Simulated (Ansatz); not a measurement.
## CaCd2: relaxation (Ansatz)

The input file (Ansatz 0.2.0, plane waves):

```yaml
crystal:
  lattice:
    - [1.930804, 3.344247, 0.0]
    - [-1.930804, 3.344247, 0.0]
    - [0.0, 0.0, 5.999282]
  atoms:
    - { symbol: Ca, position: [0.0, 0.0, 0.0] }
    - { symbol: Cd, position: [0.33333, 0.33334, 0.25] }
    - { symbol: Cd, position: [0.66667, 0.66666, 0.75] }
  symmetry: { tolerance: 0.0003 }
kpoints:
  mp_grid: { grid: [9, 9, 6], shift: [0, 0, 0] }
magnetization:
  spin_polarized: false
scf:
  occupations: { method: fermi_dirac }
  lower_state_search: "off"
hamiltonian:
  pseudopotentials: { kind: paw }
  xc: r2scan
basis:
  ecutwfc: 500
  fft_grid_basis: typed
relax:
  max_steps: 40
output:
  forces: true
  stress: true
  eigenvalues: true
  bader: true
  populations: true
  elf: true
  write_potential: true
  volumetric_format: npy
  dos:
    e_range: [-12, 8]
    de: 0.05
    projected: { site_lists: { Ca: [Ca], Cd: [Cd] } }
  write_density: true
checkpoint:
  read: saved_state
```

Run with:

```bash
ansatz run input.yaml --threads 2 --pin off --max-ram 3584MiB --backend cpu --events-out ev --progress --plain --runs-dir out
```

Origin of the cell: a known structure type with other elements, at an estimated volume, so it need not be a known compound.

The smearing width isn't typed, so it takes its default of 0.1 eV.

The saved state is a converged single point of the same cell.

Output (shortened):

```
Warning: the atoms were moved onto the symmetric positions of the space group found under crystal.symmetry.tolerance 3.0e-4 (fractional; no operation is sought that the atoms, as they stand i […]
Warning: output.stress: scf.convergence.dr2_threshold = 1e-7 eV (the SCF's general default) is looser than the 3e-10 eV advised for a printed stress (1e-10 eV for each atom of the cell: 3). W […]
Pseudopotentials: kind: paw
Pseudopotential: Ca, paw, valence charge 10, recommended cutoff 500 eV (meta_gga), Ca.paw.azcp
Pseudopotential: Cd, paw, valence charge 20, recommended cutoff 500 eV (meta_gga), Cd.paw.azcp
Functional definition: r2SCAN
  exchange = r2scan_x(k0 = k0, k1 = k1, a1 = a1)
  correlation = r2scan_c
Crystal: 3 atoms, lattice volume = 77.476 Å³
Basis set: ecut = 500 eV, 1935 PW (Γ), exchange–correlation on 120×120×180 points (64 copies of the dense FFT grid, shifted against one another)
Bands: 30, of which v1, the nominal top of the filled ones, is band 25 counted from 1 (24 counted from 0)
[… 10 lines left out …]
Initial density: read from a saved state, or passed on in memory by an earlier SCF of this step, an earlier step, the calling program or the single point that the run made first
Functional: x = r2scan, c = r2scan; τ floored in thin density (d = 2e-4 eV/Å³)
SCF iter   1: F=-18355.790822 eV  HF=-18355.789073 eV  Δρ=1.24e-3  dr2=1.83e-3  dr2_τ=1.80e-4
SCF iter   2: F=-18355.791390 eV  HF=-18355.791309 eV  Δρ=5.20e-4  dr2=2.02e-4  dr2_τ=1.32e-5
SCF iter   3: F=-18355.791337 eV  HF=-18355.791526 eV  Δρ=4.10e-4  dr2=2.41e-4  dr2_τ=8.18e-6
SCF iter   4: F=-18355.791479 eV  HF=-18355.791475 eV  Δρ=9.22e-5  dr2=6.89e-6  dr2_τ=3.10e-7
SCF iter   5: F=-18355.791491 eV  HF=-18355.791492 eV  Δρ=5.24e-5  dr2=1.65e-6  dr2_τ=7.08e-8
SCF iter   6: F=-18355.791492 eV  HF=-18355.791492 eV  Δρ=1.07e-5  dr2=1.08e-7  dr2_τ=5.35e-9
SCF iter   7: F=-18355.791492 eV  HF=-18355.791492 eV  Δρ=2.96e-6  dr2=8.32e-9  dr2_τ=4.72e-10
relax step   1: F+E_penalty+E_count = -18355.791492 eV  Δ(F+E_penalty+E_count) = +0.000e0 eV  max|allowed force component| = 3.254e0 eV/Å  Δτ_max = 0.0000 Å  (7 SCF iters, accepted)
relax step   2: F+E_penalty+E_count = -18356.921958 eV  Δ(F+E_penalty+E_count) = -1.130e0 eV  max|allowed force component| = 2.518e0 eV/Å  Δτ_max = 0.1950 Å  (10 SCF iters, dr2 threshold 1.00e-4 eV, accepted)
relax step   3: F+E_penalty+E_count = -18357.735499 eV  Δ(F+E_penalty+E_count) = -8.135e-1 eV  max|allowed force component| = 1.628e0 eV/Å  Δτ_max = 0.1950 Å  (10 SCF iters, dr2 threshold 1.00e-4 eV, accepted)
relax step   4: F+E_penalty+E_count = -18358.161677 eV  Δ(F+E_penalty+E_count) = -4.262e-1 eV  max|allowed force component| = 4.980e-1 eV/Å  Δτ_max = 0.1950 Å  (10 SCF iters, dr2 threshold 1.00e-4 eV, accepted)
relax step   5: F+E_penalty+E_count = -18358.195910 eV  Δ(F+E_penalty+E_count) = -3.423e-2 eV  max|allowed force component| = 8.684e-2 eV/Å  Δτ_max = 0.0808 Å  (10 SCF iters, dr2 threshold 2.32e-5 eV, accepted)
relax step   6: F+E_penalty+E_count = -18358.196898 eV  Δ(F+E_penalty+E_count) = -9.882e-4 eV  max|allowed force component| = 1.218e-3 eV/Å  Δτ_max = 0.0116 Å  (10 SCF iters, dr2 threshold 4.71e-7 eV, accepted)
relax step   7: F+E_penalty+E_count = -18358.196898 eV  Δ(F+E_penalty+E_count) = -1.543e-9 eV  max|allowed force component| = 1.229e-3 eV/Å  Δτ_max = 0.0000 Å  (2 SCF iters, accepted)
SCF 8 converged in 2 iterations: F = -18358.196898 eV  dr2 = 5.46e-9
SCF converged after 2 iterations
Free energy (F): -18358.196898 eV
Harris-Foulkes:  -18358.196898 eV  (|F-HF|=2.72e-9)
Internal energy: -18358.138800 eV  (E = F + TS)
E sigma→0 (E₀):  -18358.167849 eV
Entropy (-TS):   -0.058098 eV (-19.366 meV/atom)
Fermi energy:    10.797492 eV
--- Per-component energies (eV) ---
  E_band       = -1106.918499
  E_kinetic    = 1291.761394
  E_local      = -8081.411396  (includes V_loc(G=0)·N_el)
  E_nonlocal   = 126.509961
  E_hartree    = 3687.211057
  E_xc         = -475.403692
  E_vxc        = -690.236146  (∫ρ·V_xc dr)
  E_paw        = -9070.739467  (= ΣΔE_a)
  E_vpaw       = -1175.615563  (= ΣTr[D̂ρ^β])
  E_aug_tail   = 0.000007  (compensation charges beyond the density's cutoff)
  E_vtau       = 47.649644  (kinetic-family band-sum trace: ∫τ·v_τ [+ j·A + Jᵃ·Aᵃ] dr)
  E_ewald      = -5834.716456
  E_core_change = -1.350207  (= ΣΔE_core)
  E_smearing   = -0.058098  (= −TS)
  Σ components = -18358.196898   (vs F -18358.196898, Δ=0.00e0)
--- Forces (eV/Å), atoms counted from 1 ---
  atom   1  Ca     0.000000     0.000000     0.000000
  atom   2  Cd     0.000000    -0.000000     0.001233
  atom   3  Cd     0.000000     0.000000    -0.001233
  max |Σ_I F_I| component: 0.0 eV/Å
--- Stress (GPa, compression-positive) ---
        4.739536      -0.000000       0.000000
        0.000000       4.739536       0.000000
        0.000000       0.000000       6.458061
  P = ⅓ Tr σ = 5.3124 GPa (53.124 kbar)
--- Relaxed structure (7 steps of the walk, 7 accepted, 0 SCFs on fresh bases) ---
  F+E_penalty+E_count = -18358.196898 eV   max|allowed force component| = 1.229e-3 eV/Å
  atoms:
    - { symbol: Ca, position: [0.0, 0.0, 0.0] }
    - { symbol: Cd, position: [0.333333, 0.333333, 0.359058] }
    - { symbol: Cd, position: [0.666667, 0.666667, 0.640942] }
--- Löwdin populations: 3 sites ---
  site symbol       q [e]
     0     Ca      9.1560
     1     Cd     19.6157
     2     Cd     19.6157
  spilling = 0.032251 (of n_electrons = 50.000000)
--- Bader charges: 3 sites ---
  site symbol  charge [e]  shift [e]
     0     Ca      1.2870     0.0000
     1     Cd     -0.6435     0.0000
     2     Cd     -0.6436     0.0000
  estimated error of the sums over rays = 3.9e-4 e
```

The starting structure.

Space group P-3m1 (No. 164); the run's cell has a = 3.862 Å, b = 3.862 Å, c = 5.999 Å, α = 90.00°, β = 90.00°, γ = 60.00°. Shortest distances: Ca–Cd 2.69 Å.

The relaxed structure.

Space group P-3m1 (No. 164); the run's cell has a = 3.862 Å, b = 3.862 Å, c = 5.999 Å, α = 90.00°, β = 90.00°, γ = 60.00°. Shortest distances: Cd–Cd 2.80 Å, Ca–Cd 3.10 Å.

```yaml
Free_energy_lowered_by: 801.8 meV/atom
Final_pressure: 5.31 GPa
Relaxation_steps_listed: 7
Gap_on_the_mesh: none (metal)
```

Caveats: the SCF threshold is looser than advised for a stress; the relaxation held the start's symmetry, so the end may be a saddle point.

Time: 87 s on 2 threads of Arm Neoverse V2, with other jobs on the host, peak memory 0.68 GiB, from a saved density.
